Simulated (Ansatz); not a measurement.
Notes on CaGe2Pb2

```xyz
5
Lattice="0.0000 4.6190 0.0000 4.6190 0.0000 0.0000 2.3095 2.3095 -5.9520" Properties=species:S:1:pos:R:3 pbc="T T T"
Ge    2.3095    2.3095   -1.3571
Ge    4.6190    4.6190   -4.5949
Ca    0.0000    0.0000    0.0000
Pb    2.3095    4.6190   -2.9760
Pb    4.6190    2.3095   -2.9760
```

The numbers come from plane-wave PAW DFT (Ansatz): r2SCAN, no spin polarisation, 500 eV, 8×8×8 Γ-centred k points, fermi-dirac occupations (width 0.1 eV). Nothing was relaxed.

Task: Is the cell too large or too small?

Result: The pressure is 8.5 GPa (compression positive), so with the atoms held at these fractions the cell would first expand; the forces are large, so a full relaxation may end otherwise. The principal stresses 6.1, 9.7, 9.7 GPa differ, so its shape would change too.

Task: Where is the largest force?

Result: The largest is on Ge1 (and as large on other atoms): 2.02 eV/Å, components (0.00, 0.00, 2.02). It makes 0° with the line to a nearest neighbour, Ge2 at 2.71 Å, pointing towards it.

Task: What is the formation energy?

Result: 0.09 eV an atom against the elements' usual phases (free molecules for gases, crystals otherwise, with no correction for O₂ or N₂), so at this geometry it isn't bound against them. Relaxing would lower it.

Task: Metal or insulator?

Result: It is a metal, with about 1.6 states/eV a cell as the mean within 0.25 eV of the Fermi level, mostly Ge p (38 %) and Pb p (25 %).

Task: Describe some of the short contacts.

Result: Ge–Ge at 2.71 Å: least valence density 0.29 e/Å³ and ELF 0.49 there. Ge–Pb at 2.82 Å: least valence density 0.30 e/Å³ and ELF 0.43 there. Pb–Pb at 3.27 Å: least valence density 0.17 e/Å³ and ELF 0.18 there. These are pseudo-fields; inside the PAW spheres they differ from the all-electron ones.

Task: Give the Bader charges.

Result: Bader charges in e: Ca +1.42, Ge -0.65, Pb -0.05. In the mean Ca gives up most and Ge takes most.

Origin: a known structure type with other elements, at an estimated volume, so it need not be a known compound. Caveats: atoms or cell far from equilibrium.
